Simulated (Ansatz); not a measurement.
Given:

La₂GeI₂:
```cif
data_Ge3I6La6
_chemical_formula_sum 'La6 Ge3 I6'
_space_group_name_H-M_alt 'R-3m :H'
_space_group_IT_number 166
_space_group_name_Hall '-R 3 2"'
_cell_length_a 4.38294
_cell_length_b 4.38294
_cell_length_c 31.55943
_cell_angle_alpha 90.000
_cell_angle_beta 90.000
_cell_angle_gamma 120.000
loop_
_atom_site_label
_atom_site_type_symbol
_atom_site_symmetry_multiplicity
_atom_site_Wyckoff_symbol
_atom_site_fract_x
_atom_site_fract_y
_atom_site_fract_z
_atom_site_occupancy
La1 La 6 c 0.00000 0.00000 0.38602 1
Ge1 Ge 3 a 0.00000 0.00000 0.00000 1
I1 I 6 c 0.00000 0.00000 0.21704 1
```
(The calculation used a cell of 5 atoms; values per cell refer to that cell.)

This is the LDA-relaxed structure.

Question: All from plane-wave PAW LDA (Ansatz code), unless another level is named. Predict the hole effective mass.

Answer: 0.090, 2.1, 5.2 mₑ (principal values).

Question: Predict the electron effective mass.

Answer: 0.086, 0.92, 6.6 mₑ (principal values).

Question: Predict the band gap.

Answer: 0.22 eV (direct).

Question: What about the formation energy from the elements (no fitted shifts)?

Answer: -1253 meV/atom.

Question: And the valence-band maximum?

Answer: at L.

The first step of the workflow began from a Materials Project structure, measured or hypothetical; the Crystallography Open Database files this formula in space group No. 166, but the cells were not matched. Whether it is the stable phase at ambient conditions was not checked. Symmetry was held in the LDA relaxation; its stability against distortions is not shown here. A crystal of weakly bound layers computed without a dispersion correction: the cell and the soft elastic constants depend strongly on that. The references are the lowest solids computed at this level, not always the standard phases. Scalar-relativistic: spin–orbit coupling is off unless named, which matters more the heavier the elements.

Potentials: the later of the program's two PAW sets.
